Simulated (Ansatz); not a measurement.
What DFT gives for Ag2PdF2

```xyz
5
Lattice="0.0000 3.1202 0.0000 4.7250 0.0000 0.0000 2.3625 1.5601 -5.1333" Properties=species:S:1:pos:R:3 pbc="T T T"
Pd    0.0000    0.0000    0.0000
F     4.7250    1.5601   -1.4096
F     2.3625    3.1202   -3.7237
Ag    2.3625    1.5601   -1.4622
Ag    4.7250    3.1202   -3.6711
```

Level: PBE, no spin polarisation; 420 eV; 8×8×8 Γ-centred mesh; cold occupations (width 0.0288 eV); Ansatz 0.2.0, fixed geometry.

Problem. What do density and ELF say about some of the short contacts?

Solution. Pd–F at 2.10 Å: least valence density 0.54 e/Å³ and ELF 0.11 there. F–Ag at 2.36 Å: least valence density 0.29 e/Å³ and ELF 0.08 there. Both are smooth PAW fields, read partly inside the augmentation spheres.

Problem. What does the stress say?

Solution. The pressure is 10.6 GPa (compression positive), so with the atoms held at these fractions the cell would first expand; the forces are large, so a full relaxation may end otherwise. The principal stresses 7.9, 10.6, 13.3 GPa differ, so its shape would change too.

Problem. Where is the largest force?

Solution. The largest is on F3 (and as large on other atoms): 1.38 eV/Å, components (0.00, 0.00, 1.38). It makes 132° with the line to a nearest neighbour, Pd1 at 2.10 Å.

Problem. Which element gives electrons and which takes them?

Solution. Bader charges in e: Ag +0.39, Pd +0.58, F -0.67. In the mean Pd gives up most and F takes most.

Problem. Is it stable against the elements?

Solution. -0.33 eV an atom against the elements' usual phases (free molecules for gases, crystals otherwise, with no correction for O₂ or N₂), so it is bound against them; other compounds may still compete. Relaxing would lower it.

Problem. Is there a gap?

Solution. It is a metal on this mesh, though the bands barely overlap, with about 3.1 states/eV a cell as the mean within 0.25 eV of the Fermi level, mostly Pd d (58 %) and F p (21 %).

Origin: a known structure type with other elements, at an estimated volume, so it need not be a known compound. Caveats: many states at the Fermi level without spin polarisation, so a magnetic state may lie lower.
